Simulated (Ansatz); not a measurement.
## Zone-centre modes in SiC

These are results of Ansatz 0.2.0, DFT PBE, scalar-relativistic, plane waves, PAW, not measurements. The runs took a 420 eV cutoff, a Γ-centred 12×12×6 mesh and Gaussian smearing (0.05 eV). No spin polarisation.

The undisturbed cell (as given, not relaxed at this level):

```yaml
crystal:
  lattice:
    - [3.07600, 0.00000, 0.00000]
    - [-1.53800, 2.66389, 0.00000]
    - [0.00000, 0.00000, 5.04800]
  atoms:
    - { symbol: Si, position: [0.33333, 0.66667, 0.00000] }
    - { symbol: Si, position: [0.66667, 0.33333, 0.50000] }
    - { symbol: C, position: [0.33333, 0.66667, 0.38500] }
    - { symbol: C, position: [0.66667, 0.33333, 0.88500] }
```

Harmonic modes by finite displacements of 0.02 Å, without the LO–TO term.

Problem. At this geometry, is the structure stable against these modes?

Solution. Yes: no mode is imaginary beyond 10 cm⁻¹, and only the three translations lie near zero.

Problem. List the wavenumbers in cm⁻¹.

Solution. 0, 0, 0, 260, 260, 556, 684, 787, 796, 796, 828, 828.

Cost: 1 run of about 0.85 core-minutes, on Arm Neoverse V1 (shared hosts).